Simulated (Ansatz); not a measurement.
Question: Free-standing sheets of CrGe2N4, MA2Z4 (prismatic core, outer Z over the empty site)-type layer and SnH, capped honeycomb (chair)-type layer are relaxed with DFT-PBE in the program Ansatz with PAW potentials. Aligned at the vacuum level, what band offsets and what type of junction result?

Answer: CrGe2N4: VBM -5.75, CBM -5.65 eV; SnH: VBM -5.01, CBM -4.58 eV. Valence offset 0.74 eV (SnH higher), conduction offset 1.07 eV (CrGe2N4 lower): type III (broken gap).

Mismatch of the primitive lattice constants: 2.964 against 4.717 Å, 37.2 %.

Natural alignment of Kohn–Sham levels: no interface dipole, strain or quasiparticle shift.

Began spin-polarised and lost the moments: CrGe2N4, MA2Z4 (prismatic core, outer Z over the empty site)-type layer. All cells were relaxed under the symmetry of their starts (and spin orders); stability against distortions was not tested throughout. Scalar-relativistic: spin–orbit coupling is off unless named, which matters more the heavier the elements. Constructed layers (a layer type filled with these elements): CrGe2N4, MA2Z4 (prismatic core, outer Z over the empty site)-type layer; SnH, capped honeycomb (chair)-type layer.

Potentials: the later of the program's two PAW sets.
